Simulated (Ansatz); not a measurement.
## LiMgBN₂: what changed settings do

The reference input for Ansatz (plane-wave DFT with PAW):

```yaml
crystal:
  lattice:
    - [-1.909656, 1.909656, 4.443522]
    - [1.909656, -1.909656, 4.443522]
    - [1.909656, 1.909656, -4.443522]
  atoms:
    - { symbol: Li, position: [0.25, 0.75, 0.5] }
    - { symbol: Mg, position: [0.75, 0.25, 0.5] }
    - { symbol: B, position: [0.5, 0.5, 0.0] }
    - { symbol: "N", position: [0.6512635, 0.6512635, 0.0] }
    - { symbol: "N", position: [0.3487365, 0.3487365, 0.0] }
basis:
  ecutwfc: 420
kpoints:
  mp_grid: { grid: [6, 6, 6] }
hamiltonian:
  xc: pbe
scf:
  occupations: { method: gaussian, width: 0.1 }
output:
  forces: true
  stress: true
  eigenvalues: true
```

Command:

```bash
ansatz run input.yaml --threads 1 --pin off --max-ram 1331MiB --backend cpu --events-out ev --progress --plain --runs-dir out
```

The run converges in 6 SCF iterations on 30 irreducible k-points: pressure -0.29 GPa, largest force 0.059 eV/Å, gap on the sampled k-points 2.60 eV.

These settings were drawn at random to show what each does; none of the numbers is a converged property of the crystal. Each trial's input is given as a difference from the reference's; energies are extrapolated to zero smearing where there is one, and pressure is positive in compression.

Problem. Trial 1:

```diff
 crystal:
   lattice:
-    - [-1.909656, 1.909656, 4.443522]
-    - [1.909656, -1.909656, 4.443522]
-    - [1.909656, 1.909656, -4.443522]
+    - [-1.8805704123, 1.8805704123, 4.3758436073]
+    - [1.8805704123, -1.8805704123, 4.3758436073]
+    - [1.8805704123, 1.8805704123, -4.3758436073]
 basis:
+  ecutrho_ratio: 5
 kpoints:
-  mp_grid: { grid: [6, 6, 6] }
+  mp_grid: { kspacing: 1.4 }
 hamiltonian:
+  hubbard: { sites: [{ species: "N", l: p, u_eff: 7.5 }] }
 scf:
+  n_extra_bands: 0
+  eigensolver: { kind: davidson }
+  max_iter: 79
```

How does this run end?

Solution. The program refuses the input:

```text
Error: inconsistent input (scf.n_extra_bands, scf.occupations.method): n_bands = 13 leaves no empty band above the 13 bands per channel that the deck's 26 electrons occupy, and the occupations search for the Fermi level (a smearing at a finite width, or tetrahedra): a level found among occupied bands alone can fill a metal as an insulator …
```

Next try, with these keys changed back:

```diff
 scf:
-  n_extra_bands: 0
```

The run converges in 8 SCF iterations on 4 irreducible k-points: pressure 1.04 GPa, largest force 0.080 eV/Å, gap on the sampled k-points 4.41 eV. Under a U the state reached may not be the lowest.

Problem. Trial 2:

```diff
 hamiltonian:
-  xc: pbe
+  xc: revpbe
```

What happens?

Solution. The run converges in 6 SCF iterations on 30 irreducible k-points: pressure 1.73 GPa, largest force 0.123 eV/Å, gap on the sampled k-points 2.78 eV. Forces of revPBE on these PAW sets can be off by 10 %.

Problem. Trial 3:

```diff
 kpoints:
-  mp_grid: { grid: [6, 6, 6] }
+  mp_grid: { grid: [2, 2, 2] }
 hamiltonian:
-  xc: pbe
+  xc: pw92
```

What does the program give?

Solution. The run converges in 7 SCF iterations on 4 irreducible k-points: pressure -4.87 GPa, largest force 0.034 eV/Å, gap on the sampled k-points 2.36 eV.

Problem. Trial 4 (one atom moved):

```diff
 crystal:
   atoms:
-    - { symbol: "N", position: [0.6512635, 0.6512635, 0.0] }
+    - { symbol: "N", position: [0.7075251771, 0.7075251771, 0.0] }
 basis:
-  ecutwfc: 420
+  ecutwfc: "21 Ry"
 kpoints:
-  mp_grid: { grid: [6, 6, 6] }
+  mp_grid: { kspacing: 1.1 }
+magnetization:
+  spin_polarized: true
```

What does the program give?

Solution. The run converges in 14 SCF iterations on 8 irreducible k-points: energy 732 meV per atom above the reference, pressure -1.92 GPa, largest force 7.001 eV/Å, gap on the sampled k-points 2.06 eV, cell moment 0.00 μB. It warns that the cutoff lies under the recommended one, 420 eV for these potentials; that no starting moments were given.

Problem. Trial 5:

```diff
 basis:
+  ecutrho_ratio: 2
 kpoints:
-  mp_grid: { grid: [6, 6, 6] }
+  mp_grid: { kspacing: 0.74 }
+  band_path: { path: [VBM, CBM], npoints: 5 }
 scf:
-  occupations: { method: gaussian, width: 0.1 }
+  occupations: { method: tetrahedron }
+  max_iter: 72
```

What does the program give?

Solution. The run converges in 6 SCF iterations on 13 irreducible k-points: energy 1.02 meV per atom below the reference, pressure -0.14 GPa, largest force 0.049 eV/Å, gap on the sampled k-points 2.61 eV. It warns that the printed bands weren't solved further after the SCF; that the density cutoff lies under the recommended one; that forces and stress under tetrahedra may miss the energy's slope.

Problem. Trial 6:

```diff
 basis:
+  ecutrho_ratio: 8
 kpoints:
-  mp_grid: { grid: [6, 6, 6] }
+  mp_grid: { grid: [2, 2, 2] }
 hamiltonian:
-  xc: pbe
+  xc: blyp
 scf:
-  occupations: { method: gaussian, width: 0.1 }
+  occupations: { method: tetrahedron }
+  mixing: { preconditioner: local_kerker }
+  initial_density: { chi_scale: 0, normalization: atom }
+  max_iter: 2
 output:
-  stress: true
+  stress: false
```

What does the program give?

Solution. It warns that forces and stress under tetrahedra may miss the energy's slope. The run stops unconverged after 2 SCF iterations:

```text
Error: did not converge after 2 iterations: dr2 = 2.16e0 (threshold 1.00e-7), under the density mixer `msr1`, which `scf.mixing.algorithm: auto` chose by the deck's other keys (type `scf.mixing.algorithm: msr1` to keep it); raise `scf.max_iter`, which need not help a stalled SCF …
```

Next try, with these keys changed back:

```diff
 scf:
-  max_iter: 2
+  max_iter: 67
```

The run converges in 8 SCF iterations on 4 irreducible k-points: largest force 0.080 eV/Å, gap on the sampled k-points 2.65 eV. It warns that the printed bands weren't solved further after the SCF; that forces and stress under tetrahedra may miss the energy's slope. Forces of BLYP on these PAW sets can be off by 10 %.

Problem. Trial 7:

```diff
 basis:
-  ecutwfc: 420
+  ecutwfc: "10 Ha"
```

How does this run end?

Solution. The run converges in 7 SCF iterations on 30 irreducible k-points: energy 278 meV per atom above the reference, pressure 0.77 GPa, largest force 0.298 eV/Å, gap on the sampled k-points 2.59 eV. It warns that the cutoff lies under the recommended one, 420 eV for these potentials.

Problem. Trial 8:

```diff
 basis:
-  ecutwfc: 420
+  ecutwfc: "17 Ry"
+  ecutrho_ratio: 12
+  xc_grid: 3
```

What happens?

Solution. The run converges in 7 SCF iterations on 30 irreducible k-points: energy 841 meV per atom above the reference, pressure 0.91 GPa (unreliable at so low a cutoff), largest force 0.636 eV/Å (unreliable too), gap on the sampled k-points 2.42 eV. It warns that the cutoff lies under the recommended one, 420 eV for these potentials.